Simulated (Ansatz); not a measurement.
**Notes on RbBiTe6**

```
Bi Rb Te
1.0
     4.78451    2.76234    3.26289
    -4.78451    2.76234    3.26289
     0.00000   -5.52468    3.26288
Bi Rb Te
1 1 6
Cartesian
  0.0000 0.0000 0.0000
  0.0000 0.0000 4.8943
  -0.3493 3.5883 5.2467
  -2.9329 -2.0966 5.2467
  3.2822 -1.4917 5.2467
  0.3493 -3.5883 4.5419
  2.9329 2.0966 4.5419
  -3.2822 1.4917 4.5419
```

Level: PBE, no spin polarisation; 420 eV; 6×6×6 Γ-centred mesh; fermi-dirac occupations (width 0.1 eV); Ansatz 0.2.0, fixed geometry.

Which element gives electrons and which takes them?

Bader charges in e: Rb +0.76, Bi +0.58, Te -0.22. In the mean Rb gives up most and Te takes most.

What is the formation energy?

2.18 eV an atom against the elements' usual phases (free molecules for gases, crystals otherwise, with no correction for O₂ or N₂), so at this geometry it isn't bound against them. Relaxing would lower it.

Which atom feels the largest force, and which way?

The largest is on Te3 (and as large on other atoms): 11.60 eV/Å, components (-1.70, -9.45, -6.51). It makes 179° with the line to a nearest neighbour, Bi1 at 2.35 Å, pointing away from it.

Is the cell too large or too small?

The pressure is 34.7 GPa (compression positive), so with the atoms held at these fractions the cell would first expand; the forces are large, so a full relaxation may end otherwise. The principal stresses 30.7, 36.7, 36.7 GPa differ, so its shape would change too.

Is there a gap?

It is a metal, with about 6.5 states/eV a cell as the mean within 0.25 eV of the Fermi level, mostly Te p (94 %).

What do density and ELF say about some of the short contacts?

Bi–Te at 2.35 Å: least valence density 0.87 e/Å³ and ELF 0.54 there. Rb–Te at 3.62 Å: least valence density 0.07 e/Å³ and ELF 0.06 there. Both are smooth PAW fields, read partly inside the augmentation spheres.

Origin: a known structure type with other elements, at an estimated volume, so it need not be a known compound. Caveats: atoms or cell far from equilibrium.
